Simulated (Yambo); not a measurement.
Yambo run on BaTiO$_{3}$ (space group P4mm, No. 99). The wavefunctions are PBEsol (Quantum ESPRESSO, PseudoDojo norm-conserving, 84 Ry, no spin-orbit coupling) ones on a 4×4×4 mesh (20 occupied bands); a = 3.990 Å, b = 3.990 Å, c = 4.103 Å, α = 90.00°, β = 90.00°, γ = 90.00°.

Yambo input:

```
rim_cut
gw0
dyson
el_el_corr
HF_and_locXC
cohsex
em1s
RandQpts= 1000000
RandGvec= 1 Ry
EXXRLvcs= 84 Ry
VXCRLvcs= 336 Ry
Chimod= "HARTREE"
% BndsRnXs
 2 | 127 |
%
NGsBlkXs= 8 Ry
% LongDrXs
 1.0 | 1.0 | 1.0 |
%
ExtendOut
% QPkrange
 1 | 1 | 20 | 21 |
 18 | 18 | 20 | 20 |
%
```

k points by index: 1 = Γ, 18 = A.

Table of the .qp output:

```
#    K-point    Band    Eo [eV]    E [eV]    E-Eo [eV]    Vxc [eV]    Vnlxc [eV]    Sc|Eo [eV]    Re(Z)    Im(Z)
#
    1    20    -0.434664    -2.731257    -2.296593    -19.70727    -24.30464    2.300780    1.000000    0.000000
    1    21    1.809436    1.640404    -0.169031    -18.74413    -11.42538    -7.487779    1.000000    0.000000
    18    20    0.000000    -2.251256    -2.251256    -19.74405    -24.84959    2.854286    1.000000    0.000000
```
(The two width columns are left out.) Convergence of these settings isn't established.

Geometry of the Materials Project entry, not relaxed at this level.
